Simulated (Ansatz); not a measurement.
One crystal and one scan (frozen-phonon scan) at two levels, r2SCAN (plane waves to 500 eV, PAW, scalar-relativistic; Ansatz, a quantum-chemistry and plane-wave program) and PBE (plane waves to 420 eV, PAW, scalar-relativistic; Ansatz), each from its own relaxed cell and on its own mesh. The cell shown is that of r2SCAN.

Relaxed MgB2 (AlB2 type, space group P6/mmm):

```
MgB2
1.0
    6.13485     0.00000     0.00000
   -1.53371     2.65647     0.00000
    3.06742     0.00000     3.51484
Mg B
2 4
Cartesian
  0.00000   0.00000   0.00000
  3.06742   0.00000   0.00000
  6.13485   1.77098   1.75742
  3.06742   1.77098   1.75742
  1.53371   0.88549   1.75742
  4.60114   0.88549   1.75742
```

A phonon eigenvector at L = (0.5, 0.0, 0.5) is frozen into this cell: atom i moves by Q times the vector below, so Q is the largest atomic displacement, in Å. The cell is held. (q is in reciprocal vectors of the primitive cell; the cell shown is doubled to hold the pattern.)

```tsv
atom	x	y	z
B3	-0.866	-0.500	0.000
B4	0.866	0.500	0.000
B5	0.866	0.500	0.000
B6	-0.866	-0.500	0.000
```

Atoms not listed stay in place.

MgB2 was relaxed with its symmetry unable to fall. With partly filled bands, energies and forces of such displacements shift with the k mesh and the smearing. Percentages come from the unrounded values.

Results of r2SCAN:

```
Item                                                                                                                                              Result
----------------------------------------------------------------------------------------  --------------------------------------------------------------
Lattice constant a (Å)                                                                                                                             3.067
Lattice constant c (Å)                                                                                                                             3.515
Relaxed volume (Å³/atom)                                                                                                                            9.55
Harmonic wavenumber from the curvature (finite differences) (cm⁻¹ (negative: imaginary))                                                             777
Shape of the curve                                                                        a single well with its minimum at or next to zero displacement
```

### Question
Estimate the PBE values.

### Answer
```csv
quantity,PBE,r2SCAN − PBE
Lattice constant a (Å),3.074,-0.007 (-0.2 %)
Lattice constant c (Å),3.528,-0.013 (-0.4 %)
Relaxed volume (Å³/atom),9.62,-0.07 (-0.8 %)
Harmonic wavenumber from the curvature (finite differences) (cm⁻¹ (negative: imaginary)),753,+24 (+3.2 %)
```

r2SCAN gives the higher value for: harmonic wavenumber from the curvature. r2SCAN gives the lower value for: lattice constant a; lattice constant c; relaxed volume. Both give the same shape of the curve: a single well with its minimum at or next to zero displacement. Neither level is exact: the differences show how much the result hangs on the functional.

(For displaced atoms, the force is minus the slope of the energy, and its curvature is a force constant, which sets phonon frequencies.)
